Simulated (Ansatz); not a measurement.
C (diamond, space group No. 227), PBE+D3(BJ) in the plane-wave PAW code Ansatz. The conduction-band minimum lies on the Γ–X line, 73 % of the way from Γ, with 6 equivalent valleys. Second derivatives d²E/dk² of the lowest band at one valley (eV·Å²), along Cartesian directions:

```csv
direction,d²E/dk²
[100],4.636
[010],26.34
[001],26.34
[110],15.49
[101],15.49
[011],26.32
```

### Question
Find the principal effective masses, the density-of-states mass and the conductivity mass.

### Answer
Off-diagonal terms follow from H_xy = H[110] − (H_xx + H_yy)/2, and m*/mₑ = 7.620 eV·Å² over each eigenvalue: 0.29, 0.29, 1.6. One valley's DOS mass (m₁m₂m₃)^(1/3) = 0.52, conductivity mass 3/(Σ 1/mᵢ) = 0.40 mₑ.

### Question
What effective density of states Nc follows at 300 K for parabolic valleys?

### Answer
Nc = 2.509e19 × 6 × (0.52)^(3/2) ≈ 5.6e19 cm⁻³.

### Question
With the computed static dielectric constant 5.83 (mean of the diagonal), estimate a hydrogenic donor's binding energy and radius.

### Answer
E = 13.606 eV × 0.40/5.83² ≈ 160 meV; a = 0.529 Å × ε/m* ≈ 7.7 Å. Semilocal masses tend to be too small where the gap is.

Space group Fd-3m (diamond). The PBE+D3(BJ) relaxation kept the symmetry of its start; phonons on a q-mesh show no instability. The volume moved by -27 % from the start of the relaxation.

Potentials: the later of the program's two PAW sets.
